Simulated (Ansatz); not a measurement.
Strain response of HBr

All numbers below come from DFT PBEsol, scalar-relativistic, plane waves, PAW in Ansatz 0.2.0. (420 eV cutoff, 6×6×8 k-mesh, Gaussian smearing of 0.02 eV, no spin polarisation)

The relaxed crystal:

```
CELL_PARAMETERS angstrom
5.44591 0.00000 0.00000
0.00000 5.44591 0.00000
0.00000 0.00000 3.34230
ATOMIC_POSITIONS crystal
H 0.00000 0.00000 0.00000
H 0.50000 0.50000 0.50000
Br 0.00000 0.00000 0.50000
Br 0.50000 0.50000 0.00000
```

Deformation: biaxial strain in the a-b plane, with the length and tilt of c and the atoms relaxed, all within the symmetry that the strain leaves. Energies are extrapolated to zero smearing. Gaps are Kohn–Sham gaps over the whole zone.

| strain (%) | ΔE (meV/atom) | a (Å) | b (Å) | c (Å) | gap (eV) |
| --- | --- | --- | --- | --- | --- |
| -4.5 | 1.6 | 5.201 | 5.201 | 3.345 | 1.21 |
| -3.0 | 0.7 | 5.283 | 5.283 | 3.344 | 1.28 |
| -1.5 | 0.2 | 5.364 | 5.364 | 3.344 | 1.34 |
| +0.0 | 0.0 | 5.446 | 5.446 | 3.342 | 1.40 |
| +1.5 | 0.1 | 5.528 | 5.528 | 3.343 | 1.44 |
| +3.0 | 0.3 | 5.609 | 5.609 | 3.343 | 1.48 |
| +4.5 | 0.7 | 5.691 | 5.691 | 3.343 | 1.51 |

(1) What stiffness (1/V) d²E/dε² at zero strain does a cubic fit over all points give?

(2) How does the free axis c answer a small strain?

(3) How fast does the gap move with strain on either side?

## Answers

(1) A cubic fit gives (1/V) d²E/dε² = 7 GPa at zero strain (twice the biaxial modulus).

(2) Between the innermost points its strain is -0.01 times the applied one.

(3) 38 meV per percent on the compressed side and 27 meV per percent on the stretched side.